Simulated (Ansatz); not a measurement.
One crystal and one scan (scan of one atom of the cell) at two levels, PBE (plane waves to 420 eV, PAW, scalar-relativistic; Ansatz, a program for electronic structure) and r2SCAN (plane waves to 500 eV, PAW, scalar-relativistic; Ansatz), each from its own relaxed cell and on its own mesh. The cell shown is that of PBE.

Starting cell, PbS (rock salt):

```
CELL_PARAMETERS angstrom
      0.00000     3.00445     3.00445
      3.00445     0.00000     3.00445
      3.00445     3.00445     0.00000
ATOMIC_POSITIONS crystal
  S  0.00000 0.00000 0.00000
  Pb 0.50000 0.50000 0.50000
```

In each cell atom 2 (Pb, nearest neighbour S at 3.004 Å; its periodic images, 4.2 Å or more away, move with it) moves by s·(-1.000, 0.000, 0.000) (towards the nearest neighbour), the rest being held.

The energy includes the smearing's −TS. PbS was relaxed with its symmetry unable to fall. Spin-orbit coupling is left out, though Pb is heavy. Percentages come from the unrounded values. Both scans cover s from -0.600 to 0.600 Å.

Results of PBE:

```
Property                                                                                                           Result
---------------------------------------------------------  --------------------------------------------------------------
Lattice constant a (Å)                                                                                              6.009
Band gap of the relaxed cell, no spin-orbit coupling (eV)                                                            0.49
Energy at s = 0.600 Å (meV/cell)                                                                                      388
Force along the line at s = -0.600 Å (eV/Å)                                                                         2.460
Symmetry of the curve                                                                       even: the same for both signs
Shape of the curve                                         a single well with its minimum at or next to zero displacement
```

Q: What does r2SCAN give for the same quantities?

A: 
| quantity | r2SCAN | PBE − r2SCAN |
|---|---|---|
| Lattice constant a (Å) | 5.974 | +0.035 (+0.6 %) |
| Band gap of the relaxed cell, no spin-orbit coupling (eV) | 0.69 | -0.20 (-29 %) |
| Energy at s = 0.600 Å (meV/cell) | 413 | -25 (-6.1 %) |
| Force along the line at s = -0.600 Å (eV/Å) | 2.622 | -0.162 (-6.2 %) |

PBE gives the higher value for: lattice constant a. PBE gives the lower value for: band gap of the relaxed cell, no spin-orbit coupling; energy at s = 0.600 Å; force along the line at s = -0.600 Å. Both give the same symmetry of the curve: even: the same for both signs.

(For displaced atoms, the force is minus the slope of the energy, and its curvature is a force constant, which sets phonon frequencies.)
